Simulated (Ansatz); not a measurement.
Here is the system:

MoP2:
```
MoP2
1.0
    1.55461    -5.54273     0.00000
    1.55461     5.54273     0.00000
    0.00000     0.00000     4.93157
Mo P
2 4
Cartesian
  1.55461  -4.50889   2.45573
  1.55461   4.50889   4.92151
  1.55461  -0.77434   1.87249
  1.55461   0.77434   4.33827
  1.55461   2.25087   0.97327
  1.55461  -2.25087   3.43906
```

This is the LDA-relaxed structure.

Q: All from LDA (plane waves, PAW; program Ansatz), unless another level is named. Give the electronic character.

A: metallic (no gap).

Q: Predict the formation energy from the elements (no fitted shifts).

A: -0.65 eV/atom.

Q: What about the density of states at the Fermi level?

A: 0.17 states/eV per atom (mean over ±0.08 eV).

Space group Cmc2_1. The workflow started from a Materials Project entry (that database holds measured and hypothetical structures alike); the Crystallography Open Database copy checked does not list it. Whether it is the stable phase at ambient conditions was not checked. The LDA relaxation kept the symmetry of its start; its stability against distortions is not shown here. The run is not spin-polarised. The references are the lowest solids computed at this level, not always the standard phases. Scalar-relativistic: spin–orbit coupling is off unless named, which matters more the heavier the elements.

Potentials: the later of the program's two PAW sets.
